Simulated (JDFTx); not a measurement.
Os(0001) slab cut from bulk Os (space group P6_3/mmc, indices of the conventional cell, lattice of the Materials Project entry mp-49, not re-optimised): 4 atoms in 4 planes, a 1x1 cell of 6.53 Å² (|a| = 2.746, |b| = 2.746 Å), 6.4 Å between the outermost planes, cell height 22.5 Å, 10×10×1 k mesh, Fermi smearing 0.01 Ha, no spin polarisation.

Profiles through the double layer of this slab, charged, in SCCS (g09 parameters), water, 1 M NaCl; PBE, GBRV ultrasoft potentials, plane waves to 20/100 Ha, a modified build of JDFTx. z is the height above the outermost atoms, φ the plane-averaged electrostatic potential energy of an electron (zero in the bulk liquid), ρ_b the bound charge of solvent and ions, s the cavity shape function (0 in the solid, 1 in the liquid).

```json
[
 {"z (Å)": "1.02", "n (e/Å³)": "0.2158", "s": "0.00", "φ (eV)": "-3.888", "ρ_b (10⁻³ e/Å³)": "0.00"},
 {"z (Å)": "1.49", "n (e/Å³)": "0.0627", "s": "0.00", "φ (eV)": "-1.191", "ρ_b (10⁻³ e/Å³)": "0.00"},
 {"z (Å)": "1.96", "n (e/Å³)": "0.0193", "s": "0.00", "φ (eV)": "-0.153", "ρ_b (10⁻³ e/Å³)": "0.03"},
 {"z (Å)": "2.43", "n (e/Å³)": "0.0060", "s": "0.00", "φ (eV)": "0.032", "ρ_b (10⁻³ e/Å³)": "1.65"},
 {"z (Å)": "2.90", "n (e/Å³)": "0.0019", "s": "0.31", "φ (eV)": "0.017", "ρ_b (10⁻³ e/Å³)": "2.31"},
 {"z (Å)": "3.37", "n (e/Å³)": "0.0006", "s": "1.00", "φ (eV)": "0.014", "ρ_b (10⁻³ e/Å³)": "0.69"},
 {"z (Å)": "3.84", "n (e/Å³)": "0.0002", "s": "1.00", "φ (eV)": "0.012", "ρ_b (10⁻³ e/Å³)": "0.21"},
 {"z (Å)": "4.31", "n (e/Å³)": "0.0001", "s": "1.00", "φ (eV)": "0.011", "ρ_b (10⁻³ e/Å³)": "0.07"},
 {"z (Å)": "4.77", "n (e/Å³)": "0.0000", "s": "1.00", "φ (eV)": "0.009", "ρ_b (10⁻³ e/Å³)": "0.02"},
 {"z (Å)": "5.24", "n (e/Å³)": "0.0000", "s": "1.00", "φ (eV)": "0.008", "ρ_b (10⁻³ e/Å³)": "0.01"},
 {"z (Å)": "5.71", "n (e/Å³)": "0.0000", "s": "1.00", "φ (eV)": "0.007", "ρ_b (10⁻³ e/Å³)": "0.01"},
 {"z (Å)": "6.18", "n (e/Å³)": "0.0000", "s": "1.00", "φ (eV)": "0.006", "ρ_b (10⁻³ e/Å³)": "0.00"},
 {"z (Å)": "6.65", "n (e/Å³)": "0.0000", "s": "1.00", "φ (eV)": "0.005", "ρ_b (10⁻³ e/Å³)": "0.00"},
 {"z (Å)": "7.12", "n (e/Å³)": "0.0000", "s": "1.00", "φ (eV)": "0.004", "ρ_b (10⁻³ e/Å³)": "0.00"},
 {"z (Å)": "7.59", "n (e/Å³)": "0.0000", "s": "1.00", "φ (eV)": "0.004", "ρ_b (10⁻³ e/Å³)": "0.00"}
]
```

Problem. Is the electrode positively or negatively charged, and roughly by how much?

Solution. Negatively: σ = -3.8 μC/cm² per face. The liquid's bound charge is of the opposite sign overall, and far from the surface φ decays with the screening length (3.0 Å).
